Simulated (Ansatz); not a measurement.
# TaSeF: start and end of a relaxation

The guess for TaSeF was made by a generator: random cell by space group and Wyckoff sites (P4/mmm, No. 123). Lengths were set from tabulated atomic sizes, so they are only a guess.

start.cif

```cif
data_structure
_symmetry_space_group_name_H-M 'P 1'
_symmetry_Int_Tables_number 1
_cell_length_a 3.4264
_cell_length_b 3.4264
_cell_length_c 5.6608
_cell_angle_alpha 90.000
_cell_angle_beta 90.000
_cell_angle_gamma 90.000
_cell_volume 66.46
loop_
_atom_site_label
_atom_site_type_symbol
_atom_site_fract_x
_atom_site_fract_y
_atom_site_fract_z
_atom_site_occupancy
Ta1 Ta 0.00000 0.00000 0.50000 1
Se1 Se 0.50000 0.50000 0.50000 1
F1 F 0.00000 0.00000 0.00000 1
```

Level of theory: DFT PBE, scalar-relativistic, plane waves, PAW (Ansatz). Cutoff 420 eV, Gaussian smearing, Γ-centred meshes. Cell and atoms relax first on a coarse mesh and then on a finer one. In between, the cell is made exact in the group found at 0.06 Å. In metals the finer mesh still leaves noise of several meV/atom or more. The steps can't lower the symmetry of their start. No spin polarisation.

end.cif

```cif
data_structure
_symmetry_space_group_name_H-M 'P 1'
_symmetry_Int_Tables_number 1
_cell_length_a 3.6698
_cell_length_b 3.6698
_cell_length_c 4.1453
_cell_angle_alpha 90.000
_cell_angle_beta 90.000
_cell_angle_gamma 90.000
_cell_volume 55.83
loop_
_atom_site_label
_atom_site_type_symbol
_atom_site_fract_x
_atom_site_fract_y
_atom_site_fract_z
_atom_site_occupancy
Ta1 Ta 0.00000 0.00000 0.50000 1
Se1 Se 0.50000 0.50000 0.50000 1
F1 F 0.00000 0.00000 0.00000 1
```

The symmetry stays P4/mmm (No. 123). The volume per atom shrinks by 16.0 %, from 22.2 to 18.6 Å³. The shortest distance goes from 2.42 Å (Ta–Se) to 2.07 Å (Ta–F). The ratio c/a of the conventional cell changes by a factor of 0.68. The energy falls by about 0.99 eV/atom (the start's value is from the coarse mesh).

```yaml
Volume_per_atom: 18.61 Å³
Density: 8.30 g/cm³
Formation_energy: −1.20 eV/atom
Gap_on_the_12×12×12_mesh_of_the_3-atom_cell: 0 eV (a metal)
```

Formation energies are uncorrected and refer to the elements' standard structures at the same level (F₂ as a molecule). A negative formation energy is needed for stability but isn't enough: competing phases decide.

The last run used Gaussian smearing of 0.10 eV. Spin–orbit coupling, which can matter for Ta, is left out. The reference form of Se is held partly by dispersion forces, which this level lacks. Symmetry constrained the relaxation, so the result can be a saddle point. In all, the 3 runs took 100 s on 1 thread of Arm Neoverse V2 (shared host).
